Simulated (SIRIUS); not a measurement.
## HPbNO4 and the effect of the choice of potentials or basis

```cif
data_structure
_symmetry_space_group_name_H-M 'P1'
_symmetry_Int_Tables_number 1
_cell_length_a 3.8578
_cell_length_b 5.5352
_cell_length_c 6.0554
_cell_angle_alpha 106.621
_cell_angle_beta 93.975
_cell_angle_gamma 90.445
_cell_volume 123.55
loop_
_atom_site_label
_atom_site_type_symbol
_atom_site_symmetry_multiplicity
_atom_site_Wyckoff_symbol
_atom_site_fract_x
_atom_site_fract_y
_atom_site_fract_z
_atom_site_occupancy
H1 H 1 a 0.10913 0.65718 0.54463 1
Pb1 Pb 1 a 0.61029 0.52127 0.15100 1
N1 N 1 a 0.91580 0.96263 0.95867 1
O1 O 1 a 0.01384 0.13639 0.88084 1
O2 O 1 a 0.72398 0.01057 0.12858 1
O3 O 1 a 0.00389 0.73732 0.87043 1
O4 O 1 a 0.11927 0.59324 0.37651 1
```

The cell comes from a database or a generator and needn't be the stable form of this composition.

Kept alike: task single point; functional PBE; k mesh 3 × 2 × 2; occupations fermi-dirac, width 0.05 eV; no spin polarisation. Program: SIRIUS. Cutoffs run from 557 to 1254 eV. The mesh is that of the run's cell of 7 atoms. No spin-orbit coupling.

| choice of potentials or basis | pressure (GPa) |
| --- | --- |
| GBRV 1.5 PBE (ultrasoft) | 0.35 |
| JTH 2.0 PBE (PAW) | -0.25 |
| PseudoDojo 0.4 PBE stringent (scalar relativistic) | 0.08 |
| PseudoDojo 0.4.1 PBE standard (scalar relativistic) | 0.06 |
| SPMS 1.0 PBE (norm-conserving) | -0.08 |
| SSSP 1.3.0 PBE efficiency | -0.11 |

The k mesh is coarse, so the values aren't converged. Pressure is positive in compression; the values hold the error of the finite cutoff, so their zero can differ a little from the energy's minimum.

The pressure runs from -0.25 (JTH 2.0 PBE (PAW)) to 0.35 GPa (GBRV 1.5 PBE (ultrasoft)).
